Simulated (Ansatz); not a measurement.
This run works on a generated trial structure, not on a known crystal.

Input and command of a plane-wave DFT calculation in Ansatz:

```yaml
crystal:
  lattice:
    - [4.3733951303, 0.0, 0.0]
    - [-2.1866975651, 3.7874712836, 0.0]
    - [0.0, 0.0, 9.9422643584]
  atoms:
    - { symbol: Ti, position: [0.0, 0.0, 0.7762919297], spin: 0.58 }
    - { symbol: Ti, position: [0.0, 0.0, 0.2237080703], spin: 0.58 }
    - { symbol: Al, position: [0.3333333333, 0.6666666667, 0.0] }
    - { symbol: Al, position: [0.6666666667, 0.3333333333, 0.0] }
    - { symbol: Al, position: [0.0, 0.0, 0.5] }
    - { symbol: Ru, position: [0.0, 0.0, 0.0] }
basis:
  ecutwfc: 420
kpoints:
  mp_grid: { grid: [12, 12, 4] }
hamiltonian:
  xc: pbe
scf:
  occupations: { method: gaussian, width: 0.1 }
output:
  forces: true
  stress: true
  eigenvalues: true
  populations: true
magnetization:
  spin_polarized: true
relax:
  adjacent_minimum: "off"
  f_tol: 0.01
  max_steps: 80
  cell: { stress_tol: 0.05 }
```

```bash
ansatz run input.yaml --threads 1 --pin off --max-ram 2560MiB --backend cpu --events-out ev --progress --plain --runs-dir out
```

Processor: Arm Neoverse V1, 1 thread, on a host shared with other jobs.

How long does it run, and how much memory does it take?

About 3.9 min, peak memory 0.73 GiB. It solves 32 bands at 57 k points (after reduction by symmetry) with about 3255 plane waves (on the last cell), in 46 SCF iterations over 5 ionic steps.
